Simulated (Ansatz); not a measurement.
Relaxed-ion elastic tensor of Al3Ni in space group Pnma (No. 62; Al on 4c, Al on 8d, Ni on 4c) in GPa (Voigt order), the program Ansatz at the PBEsol level (PAW); density 4.04 g/cm³, 14.36 Å³ per atom.

```
 204  81.9  83.0   0.0   0.0   0.0
81.9   216  74.9   0.0   0.0   0.0
83.0  74.9   195   0.0   0.0   0.0
 0.0   0.0   0.0  87.0   0.0   0.0
 0.0   0.0   0.0   0.0  76.4   0.0
 0.0   0.0   0.0   0.0   0.0  73.5
```

**Question.** Is the crystal mechanically stable?

**Answer.** Yes: the smallest eigenvalue of C is 73.5 GPa.

**Question.** Work out the Voigt, Reuss and Hill averages.

**Answer.** K_V = 122, K_R = 121, K_H = 122; G_V = 72.4, G_R = 71.1, G_H = 71.7 GPa.

**Question.** Give Young's modulus, Poisson's ratio, Pugh's ratio and the universal anisotropy index.

**Answer.** E = 9KG/(3K + G) = 180 GPa; ν = 0.25; K/G = 1.69 (near the Pugh limit of 1.75, no verdict); A_U = 5G_V/G_R + K_V/K_R − 6 = 0.09.

**Question.** Estimate the sound speeds and the Debye temperature.

**Answer.** v_l = √((K + 4G/3)/ρ) = 7330 m/s, v_t = √(G/ρ) = 4220 m/s, mean 4680 m/s; Θ = (h/k)(3n/4πV)^(1/3) v_m = 573 K.

**Question.** How much does each axis shrink under pressure?

**Answer.** Linear compressibilities β_i = Σ_j S_ij (j = 1 to 3): x 2.6, y 2.6, z 3.0 per TPa.

The first step of the workflow began from a Materials Project structure, measured or hypothetical; the Crystallography Open Database copy checked does not list it. Whether it is the stable phase at ambient conditions was not checked. The cell was relaxed with PBEsol under the symmetry of its start; its stability against distortions is not shown here. No spin polarisation was allowed. As this level gives no gap, shear constants depend on the k-mesh and smearing (Fermi–Dirac, 0.1 eV here).

Potentials: the later of the program's two PAW sets.
